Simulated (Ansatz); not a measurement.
Si2W in space group Fddd (No. 70; Si on 16f, W on 8a) at seven volumes, DFT-PBEsol in the program Ansatz with PAW potentials, shape and atoms relaxed at each. One row is withheld.

| V (Å³/atom) | P (GPa) |
|---|---|
| 12.124 | 26.79 |
| 12.524 | ? |
| 12.923 | 7.54 |
| 13.323 | -0.01 |
| 13.723 | -6.42 |
| 14.122 | -11.80 |
| 14.522 | -16.31 |

**Question.** Fit the shown pressures and predict the withheld one.

**Answer.** P = (3/2)B₀(x^(7/2) − x^(5/2))[1 + (3/4)(B′ − 4)(x − 1)] with x = (V₀/V)^(2/3). Least squares on the six rows gives V₀ = 13.322 Å³/atom, B₀ = 230 GPa, B′ = 4.49. At V = 12.524, x = 1.0420 and P = 16.32 GPa. The run itself gave 16.38 GPa.

A made-up cell: these elements were put on the sites of a structure type; neither database checked (COD, Materials Project) lists it. It is not the phase usual at ambient conditions (space group No. 139). The PBEsol relaxation kept the symmetry of its start; whether a distortion lowers the energy is not shown. The run is not spin-polarised. Scalar-relativistic: spin–orbit coupling is off unless named, which matters more the heavier the elements.

Potentials: the later of the program's two PAW sets.
